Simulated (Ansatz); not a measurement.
Starting cell, TiSi2 (C49 type, space group Cmcm):

```
CELL_PARAMETERS angstrom
      1.76330    -6.75838     0.00000
      1.76330     6.75838     0.00000
      0.00000     0.00000     3.56518
ATOMIC_POSITIONS crystal
  Si 0.94167 0.05833 0.75000
  Si 0.05833 0.94167 0.25000
  Si 0.25029 0.74971 0.75000
  Si 0.74971 0.25029 0.25000
  Ti 0.60320 0.39680 0.75000
  Ti 0.39680 0.60320 0.25000
```

Scan: atom 1 (Si, nearest neighbour Si at 2.380 Å; its periodic images, 3.5 Å or more away, move with it) is displaced along Cartesian [111], direction (0.577, 0.577, 0.577) in Cartesian axes, by s. The other atoms stay.

Method: r2SCAN (plane waves to 500 eV, PAW, scalar-relativistic; Ansatz, an electronic-structure program). k mesh 11×11×11 (Γ-centred), Fermi-Dirac smearing 0.05 eV. Left out: 1 of 11 points, with atoms too close for the PAW data. With partly filled bands, energies and forces of such displacements shift with the k mesh and the smearing. F⊥ is the part of the force across the line. This is one of several known forms of TiSi2; the measured ambient cells at hand have space group No. 70. TiSi2 is run without spin polarisation. TiSi2 was relaxed with its symmetry unable to fall. 

```tsv
s (Å)	|F⊥| (eV/Å)
-0.710	6.386
-0.568	3.913
-0.426	(withheld)
-0.284	(withheld)
-0.142	0.465
0.000	0.001
0.142	0.383
0.284	(withheld)
0.426	(withheld)
0.568	2.734
```

Task: Complete the blanks.

Result: 
- -0.426, |F⊥| (eV/Å): 2.247
- -0.284, |F⊥| (eV/Å): 1.160
- 0.284, |F⊥| (eV/Å): 0.850
- 0.426, |F⊥| (eV/Å): 1.569

(For displaced atoms, the force is minus the slope of the energy, and its curvature is a force constant, which sets phonon frequencies.)
